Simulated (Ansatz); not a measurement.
Values for one crystal, relaxed and computed with r²SCAN (plane waves, PAW; program Ansatz); other levels are named.

- Volume per atom = 14.08 Å³
- Band gap = 3.50 eV (direct)
- Hole effective mass = 0.53, 1.2, 4.9 mₑ (principal values)
- Pressure derivative B′ = 4.7
- Conduction-band minimum = at Γ
- Formation energy from the elements (no fitted shifts) = -2.77 eV/atom
- HSE06 gap on the r²SCAN cell = 4.31 eV

Which of these materials gives this?
A. VBiO4, I4_1/a (Bi on 4a, V on 4b, O on 16f)
B. CoLi2Nb4O12, P1 (Pearson symbol aP19)
C. LaInO3, Pnma (La on 4c, In on 4b, O on 4c, O on 8d)
D. ZrTiO4, Pbcn (Zr on 4c, Ti on 4c, O on 8d, O on 8d)

C, LaInO3, Pnma (La on 4c, In on 4b, O on 4c, O on 8d)

The first step of the workflow began from a Materials Project structure, measured or hypothetical; the Crystallography Open Database files this formula in space group No. 62, but the cells were not matched. Whether it is the stable phase at ambient conditions was not checked. Symmetry was held in the r²SCAN relaxation; its stability against distortions is not shown here. The references are the lowest solids computed at this level, not always the standard phases (solids in place of the gases). Spin–orbit coupling is left out wherever it is not named.

Potentials: the later of the program's two PAW sets.
